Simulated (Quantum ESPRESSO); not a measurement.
Si₂BN₃O (made-up cell, one site empty) (calculated)

Calculation on a made-up crystal cell, not a measurement, run twice, once with a planted mistake found by running each candidate: periodic Kohn-Sham density functional theory in plane waves with PseudoDojo standard norm-conserving scalar-relativistic pseudopotentials, each functional with its own files (v0.5 for PBE, v0.4.1 for LDA and PBEsol), no spin polarisation, no spin-orbit coupling, atoms not relaxed, stress positive in tension, energies less a fixed whole-eV offset for each atom's element; levels are Kohn-Sham levels at fractions of this cell's reciprocal vectors, counted from the reference band (half the neutral cell's valence electrons, rounded up) at Gamma; error bars cover cutoff and k-mesh only, not smearing or the files; each bar is the largest change over components, and at least 0.002 eV, 0.002 eV per angstrom or 0.02 GPa; a charged cell sits in a uniform background, with energy and stress on this program's zero of potential; energies are for the whole cell, and the offsets were chosen from early runs and are not element reference energies; a distance is the largest change of any value in units of its error bar (the energy's for the smearing term), a scale change is of lengths, and a coarse mesh keeps the half-step shift. Program: Quantum ESPRESSO 7.5.

Common to all entries: lattice type wurtzite; empty site 3; intended functional pbe; intended cutoff 1143 eV; intended fermi dirac smearing 0.025 eV; intended scf tolerance 1e-07 eV; intended electrons removed 0; healthy free energy less offsets 0.184 eV; healthy scf iterations 12; healthy smearing term minus ts 0 eV; healthy pressure 7.18 GPa; healthy stress xx -17.4 GPa; healthy stress yy 22.43 GPa; healthy stress zz -26.58 GPa; healthy stress yz -5.54 GPa; healthy stress xz -4.59 GPa; healthy stress xy 5.59 GPa; healthy reference band 16; faulty reference band 16; candidate k points along each vector 2; candidate cutoff 801 eV; candidate smearing 0.6 eV; candidate functional pbesol; candidate scf tolerance 0.3 eV; candidate electrons removed 1; candidate scale change -0.67 percent; candidate first exchanged site 4; candidate second exchanged site 5; intended k mesh 6 x 4 x 4, shifted by half a step; structure shown as intended, without the mistake.

(1) 
```cif
# cell vector a (Å): 2.7653 0.0484 -0.0459
# cell vector b (Å): 0.0839 4.8781 -0.0178
# cell vector c (Å): -0.0749 -0.0168 4.5233
data_Si2BN3O
_symmetry_space_group_name_H-M 'P 1'
_symmetry_Int_Tables_number 1
_cell_length_a 2.7661
_cell_length_b 4.8789
_cell_length_c 4.5240
_cell_angle_alpha 90.438
_cell_angle_beta 91.903
_cell_angle_gamma 88.009
_cell_volume 60.98
loop_
_atom_site_label
_atom_site_type_symbol
_atom_site_fract_x
_atom_site_fract_y
_atom_site_fract_z
_atom_site_occupancy
B1 B 0.99932 0.99842 0.99707 1
Si1 Si 0.49674 0.50304 0.00191 1
Si2 Si 0.01786 0.66310 0.51315 1
O1 O 0.98481 0.00976 0.36082 1
N1 N 0.51636 0.48667 0.38743 1
N2 N 0.49898 0.15974 0.88419 1
N3 N 0.99113 0.66834 0.86848 1
_calc_faulty_free_energy_less_offsets -0.747  # eV
_calc_faulty_scf_iterations 12
_calc_faulty_smearing_term_minus_ts 0  # eV
_calc_faulty_pressure 6.07  # GPa
_calc_faulty_stress_xx -7.56  # GPa
_calc_faulty_stress_yy 18.32  # GPa
_calc_faulty_stress_zz -28.98  # GPa
_calc_faulty_stress_yz -4.87  # GPa
_calc_faulty_stress_xz -4.5  # GPa
_calc_faulty_stress_xy 5.67  # GPa
_calc_fault_kind 'coarse kmesh'
_calc_other_mistakes_compared 7
_calc_distance_from_healthy 465.8  # error bars
_calc_distance_from_nearest_other_mistake 394.8  # error bars
_calc_healthy_error_bar_energy 0.002  # eV
_calc_healthy_error_bar_stress 0.02798  # GPa
_calc_healthy_error_bar_force 0.003291  # eV/angstrom
_calc_healthy_error_bar_next_band_up 0.002  # eV
```

Atoms:
```
atoms element  atom site  atom energy offset (eV)
            B          1                      -79
           Si          2                     -115
           Si          4                     -115
            O          5                     -452
            N          6                     -283
            N          7                     -283
            N          8                     -283
```

Healthy forces:
```
site  x (eV/Å)  y (eV/Å)  z (eV/Å)
   1    -0.409     3.985     2.136
   2     0.937    -5.824     2.155
   4    -0.712     3.819    -7.659
   5     0.543    -5.051    -1.828
   6     0.305     2.195    -0.676
   7    -0.137    -1.607     1.866
   8    -0.526     2.482     4.006
```

Healthy levels:
```
level k point  next band up (eV)
        Gamma              2.907
(1/2,1/2,1/2)              2.289
   (0.15,0,0)              3.756
   (0,0.15,0)               3.02
   (0,0,0.15)               2.97
```

Faulty forces:
```
site  x (eV/Å)  y (eV/Å)  z (eV/Å)
   1    -0.471     3.939     2.302
   2      0.94    -6.284     2.387
   4    -0.684     4.174    -7.554
   5     0.574    -5.217    -1.731
   6     0.279     1.804    -0.925
   7    -0.123     -1.28     1.689
   8    -0.516     2.865     3.833
```

Faulty levels:
```
level k point  next band up (eV)
        Gamma              2.895
(1/2,1/2,1/2)              2.314
   (0.15,0,0)              3.762
   (0,0.15,0)              3.009
   (0,0,0.15)              2.962
```

Candidate mistake: coarse kmesh, low cutoff, wide smearing, wrong functional, loose scf, wrong charge, cell scaled, atoms exchanged

(2) 
```cif
# cell vector a (Å): 2.7653 0.0484 -0.0459
# cell vector b (Å): 0.0839 4.8781 -0.0178
# cell vector c (Å): -0.0749 -0.0168 4.5233
data_Si2BN3O
_symmetry_space_group_name_H-M 'P 1'
_symmetry_Int_Tables_number 1
_cell_length_a 2.7661
_cell_length_b 4.8789
_cell_length_c 4.5240
_cell_angle_alpha 90.438
_cell_angle_beta 91.903
_cell_angle_gamma 88.009
_cell_volume 60.98
loop_
_atom_site_label
_atom_site_type_symbol
_atom_site_fract_x
_atom_site_fract_y
_atom_site_fract_z
_atom_site_occupancy
B1 B 0.99932 0.99842 0.99707 1
Si1 Si 0.49674 0.50304 0.00191 1
Si2 Si 0.01786 0.66310 0.51315 1
O1 O 0.98481 0.00976 0.36082 1
N1 N 0.51636 0.48667 0.38743 1
N2 N 0.49898 0.15974 0.88419 1
N3 N 0.99113 0.66834 0.86848 1
_calc_faulty_free_energy_less_offsets 0.565  # eV
_calc_faulty_scf_iterations 12
_calc_faulty_smearing_term_minus_ts 0  # eV
_calc_faulty_pressure 0.15  # GPa
_calc_faulty_stress_xx -10.19  # GPa
_calc_faulty_stress_yy 29.35  # GPa
_calc_faulty_stress_zz -19.6  # GPa
_calc_faulty_stress_yz -5.52  # GPa
_calc_faulty_stress_xz -4.51  # GPa
_calc_faulty_stress_xy 5.55  # GPa
_calc_fault_kind 'low cutoff'
_calc_other_mistakes_compared 7
_calc_distance_from_healthy 257.7  # error bars
_calc_distance_from_nearest_other_mistake 297  # error bars
_calc_healthy_error_bar_energy 0.002  # eV
_calc_healthy_error_bar_stress 0.02798  # GPa
_calc_healthy_error_bar_force 0.003291  # eV/angstrom
_calc_healthy_error_bar_next_band_up 0.002  # eV
```

Atoms:
```
atoms element  atom site  atom energy offset (eV)
            B          1                      -79
           Si          2                     -115
           Si          4                     -115
            O          5                     -452
            N          6                     -283
            N          7                     -283
            N          8                     -283
```

Healthy forces:
```
site  x (eV/Å)  y (eV/Å)  z (eV/Å)
   1    -0.409     3.985     2.136
   2     0.937    -5.824     2.155
   4    -0.712     3.819    -7.659
   5     0.543    -5.051    -1.828
   6     0.305     2.195    -0.676
   7    -0.137    -1.607     1.866
   8    -0.526     2.482     4.006
```

Healthy levels:
```
level k point  next band up (eV)
        Gamma              2.907
(1/2,1/2,1/2)              2.289
   (0.15,0,0)              3.756
   (0,0.15,0)               3.02
   (0,0,0.15)               2.97
```

Faulty forces:
```
site  x (eV/Å)  y (eV/Å)  z (eV/Å)
   1    -0.406     3.979      2.13
   2     0.938    -5.825     2.157
   4    -0.713     3.824    -7.665
   5     0.534    -5.056    -1.801
   6     0.311     2.205    -0.678
   7    -0.133    -1.594     1.853
   8    -0.531     2.467     4.003
```

Faulty levels:
```
level k point  next band up (eV)
        Gamma              2.905
(1/2,1/2,1/2)              2.288
   (0.15,0,0)              3.757
   (0,0.15,0)              3.019
   (0,0,0.15)              2.969
```

Candidate mistake: coarse kmesh, low cutoff, wide smearing, wrong functional, loose scf, wrong charge, cell scaled, atoms exchanged

(3) 
```cif
# cell vector a (Å): 2.7653 0.0484 -0.0459
# cell vector b (Å): 0.0839 4.8781 -0.0178
# cell vector c (Å): -0.0749 -0.0168 4.5233
data_Si2BN3O
_symmetry_space_group_name_H-M 'P 1'
_symmetry_Int_Tables_number 1
_cell_length_a 2.7661
_cell_length_b 4.8789
_cell_length_c 4.5240
_cell_angle_alpha 90.438
_cell_angle_beta 91.903
_cell_angle_gamma 88.009
_cell_volume 60.98
loop_
_atom_site_label
_atom_site_type_symbol
_atom_site_fract_x
_atom_site_fract_y
_atom_site_fract_z
_atom_site_occupancy
B1 B 0.99932 0.99842 0.99707 1
Si1 Si 0.49674 0.50304 0.00191 1
Si2 Si 0.01786 0.66310 0.51315 1
O1 O 0.98481 0.00976 0.36082 1
N1 N 0.51636 0.48667 0.38743 1
N2 N 0.49898 0.15974 0.88419 1
N3 N 0.99113 0.66834 0.86848 1
_calc_faulty_free_energy_less_offsets 0.042  # eV
_calc_faulty_scf_iterations 11
_calc_faulty_smearing_term_minus_ts -0.58  # eV
_calc_faulty_pressure 8.24  # GPa
_calc_faulty_stress_xx -17.36  # GPa
_calc_faulty_stress_yy 19.9  # GPa
_calc_faulty_stress_zz -27.25  # GPa
_calc_faulty_stress_yz -5.15  # GPa
_calc_faulty_stress_xz -4.26  # GPa
_calc_faulty_stress_xy 5.39  # GPa
_calc_fault_kind ?
```

Atoms:
```
atoms element  atom site  atom energy offset (eV)
            B          1                      -79
           Si          2                     -115
           Si          4                     -115
            O          5                     -452
            N          6                     -283
            N          7                     -283
            N          8                     -283
```

Healthy forces:
```
site  x (eV/Å)  y (eV/Å)  z (eV/Å)
   1    -0.409     3.985     2.136
   2     0.937    -5.824     2.155
   4    -0.712     3.819    -7.659
   5     0.543    -5.051    -1.828
   6     0.305     2.195    -0.676
   7    -0.137    -1.607     1.866
   8    -0.526     2.482     4.006
```

Healthy levels:
```
level k point  next band up (eV)
        Gamma              2.907
(1/2,1/2,1/2)              2.289
   (0.15,0,0)              3.756
   (0,0.15,0)               3.02
   (0,0,0.15)               2.97
```

Faulty forces:
```
site  x (eV/Å)  y (eV/Å)  z (eV/Å)
   1    -0.382     3.797     1.945
   2     0.937    -5.556      2.14
   4    -0.689     3.548    -7.401
   5     0.536    -4.779    -1.875
   6     0.307     2.153    -0.652
   7    -0.159    -1.785       1.9
   8     -0.55     2.623     3.943
```

Faulty levels:
```
level k point  next band up (eV)
        Gamma              3.178
(1/2,1/2,1/2)              2.508
   (0.15,0,0)              3.955
   (0,0.15,0)              3.293
   (0,0,0.15)              3.232
```

Candidate mistake: coarse kmesh, low cutoff, wide smearing, wrong functional, loose scf, wrong charge, cell scaled, atoms exchanged

**Q.** Give the missing fault kind for Si₂BN₃O (made-up cell, one site empty) (entry 3).
**A.** wide smearing

Further results for Si₂BN₃O (made-up cell, one site empty) (entry 3):

| Item | Value |
| --- | --- |
| other mistakes compared | 7 |
| distance from healthy | 290.2 error bars |
| distance from nearest other mistake | 290.2 error bars |
| healthy error bar energy | 0.002 eV |
| healthy error bar stress | 0.02798 GPa |
| healthy error bar force | 0.003291 eV/Å |
| healthy error bar next band up | 0.002 eV |
